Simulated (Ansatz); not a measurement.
YRh (CsCl type, Pm-3m) at seven volumes, DFT-PBEsol in the program Ansatz with PAW potentials, scaled uniformly. One row is withheld.

```json
[
 {"V (Å³/atom)": "17.624", "P (GPa)": "14.06"},
 {"V (Å³/atom)": "18.205", "P (GPa)": "8.60"},
 {"V (Å³/atom)": "18.786", "P (GPa)": "3.95"},
 {"V (Å³/atom)": "19.367", "P (GPa)": "0.00"},
 {"V (Å³/atom)": "19.948", "P (GPa)": "-3.37"},
 {"V (Å³/atom)": "20.529", "P (GPa)": "?"},
 {"V (Å³/atom)": "21.110", "P (GPa)": "-8.68"}
]
```

**Question.** Fit the shown pressures and predict the withheld one.

**Answer.** P = (3/2)B₀(x^(7/2) − x^(5/2))[1 + (3/4)(B′ − 4)(x − 1)] with x = (V₀/V)^(2/3). Least squares on the six rows gives V₀ = 19.367 Å³/atom, B₀ = 121 GPa, B′ = 4.35. At V = 20.529, x = 0.9619 and P = -6.21 GPa. The run itself gave -6.24 GPa.

The workflow started from a Materials Project entry (that database holds measured and hypothetical structures alike); the Crystallography Open Database files this formula in space group No. 221, but the cells were not matched. Its standing as an ambient phase is unchecked. Symmetry was held in the PBEsol relaxation; of distortions, only those at the zone centre were tested. The run is not spin-polarised.

Potentials: the later of the program's two PAW sets.
